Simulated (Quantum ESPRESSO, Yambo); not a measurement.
SiC (6H, space group P6_3mc, No. 186): one geometry, one set of PBEsol (pw.x of Quantum ESPRESSO, ONCV potentials, without SOC) orbitals, self-energies from Yambo (6×6×1 Γ-centred k mesh, 229 bands and a 8 Ry block in the screening, 229 bands in G with the Bruneval-Gonze terminator, plasmon pole fitted at 27.2 eV).

| level | gap Γ → M (eV) | direct gap at M (eV) |
|---|---|---|
| PBEsol (Quantum ESPRESSO) | 1.92 | 3.03 |
| exchange only (Hartree-Fock self-energy on PBEsol orbitals) | ___ | ___ |
| static COHSEX@PBEsol | 3.40 | 4.65 |
| G0W0@PBEsol, plasmon pole | ___ | ___ |

Complete the blanks.


- exchange only (Hartree-Fock self-energy on PBEsol orbitals), gap Γ → M (eV): 8.71
- exchange only (Hartree-Fock self-energy on PBEsol orbitals), direct gap at M (eV): 10.28
- G0W0@PBEsol, plasmon pole, gap Γ → M (eV): 2.73
- G0W0@PBEsol, plasmon pole, direct gap at M (eV): 3.97

Bare exchange has no screening and gives the widest gap; static COHSEX screens it but leaves out the frequency dependence, which G0W0 restores.

Nearest settings tried, and what they do to the gap: 147 bands in G: +2 meV; 147 bands in W, 147 bands in G: +6 meV; 7 Ry block (283 vectors against 345): -45 meV. Not varied: mesh. So the settings aren't converged at that level.

Geometry of the Materials Project entry, not relaxed at this level; primitive cell a = b = 3.077 Å, c = 15.098 Å, α = β = 90.00°, γ = 120.00°.
